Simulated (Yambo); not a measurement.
K$_{2}$S (anti-fluorite, space group Fm-3m, No. 225) under isotropic strain of -1.5 % on all lattice vectors; a = b = c = 5.108 Å, α = β = γ = 60.00°. With the G0W0 scissor the direct gap on the mesh is 4.58 eV.

Q: Does this run resolve the lowest exciton, and if so, what are its energy and binding? (Yambo, PBEsol bands; 8×8×8 mesh, 3 valence and 6 conduction bands, static screening with 47 bands and a 4 Ry block, scissor 1.85 eV, Tamm-Dancoff.)

A: The mesh holds a bound state, but the numbers are provisional. These are vertical excitations (zero momentum); the indirect quasiparticle gap, about 4.35 eV, is smaller than the direct one (4.58 eV on the GW mesh). The lowest state lies at 4.03 eV (strong for light along x, 3 states within 2 meV), the direct quasiparticle gap on this mesh at 4.58 eV. Its binding energy, counted from that gap, is 0.55 eV; it spreads over about 8.8 k points of the mesh. Convergence with the mesh was not shown. The scissor comes from a G0W0 run whose convergence isn't established. 

Geometry strained from the cell relaxed with PBEsol, atoms relaxed again.
